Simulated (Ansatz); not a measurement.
ZnO:
```
ZnO
1.0
    3.91109     0.00000     0.00000
    0.00000     3.91109     0.00000
    0.00000     0.00000     3.41501
Zn O
2 2
Cartesian
  1.95554   0.00000   0.20780
  0.00000   1.95554   3.20721
  0.00000   0.00000   0.00000
  1.95554   1.95554   0.00000
```

Relaxed with LDA. Special points in fractions of this cell's reciprocal vectors: Γ (0.000, 0.000, 0.000); X (0.000, 0.500, 0.000); M (0.500, 0.500, 0.000); Z (0.000, 0.000, 0.500); R (0.000, 0.500, 0.500); A (0.500, 0.500, 0.500).

List the band energies nearest the Fermi level at these points for LDA in the plane-wave PAW code Ansatz.

In eV from the Fermi level; about four levels below and three above (degenerate sets whole), none deeper than 8.9 eV; … stands for higher levels left out; points with the same levels are listed once.

```tsv
k	below	above
Γ	-2.85 -2.85 -1.61 -0.31	2.44 …
X	-3.58 -3.58 -1.94 -1.94	3.56 3.56 …
M	-1.61 -1.61 -0.01 -0.01	5.25 5.25 …
Z	-4.74 -2.78 -2.78 -2.28	3.16 3.94 …
R	-3.29 -3.29 -2.87 -2.87	3.49 3.49 …
A	-4.37 -4.37 -2.36 -2.36	0.01 0.01 2.09 2.09
```

Space group P4/nmm. The cell is a constructed one: a structure type filled with these elements; neither database checked (COD, Materials Project) lists it. It is not the phase usual at ambient conditions (space group No. 186). The LDA relaxation kept the symmetry of its start. At this level the phase is dynamically unstable (imaginary phonons). A crystal of weakly bound layers computed without a dispersion correction: the cell and the soft elastic constants depend strongly on that.

Potentials: the earlier of the program's two PAW sets. The files were generated under PBE; for other functionals the program regenerates the frozen cores, and for LDA and PBEsol the local potential too.
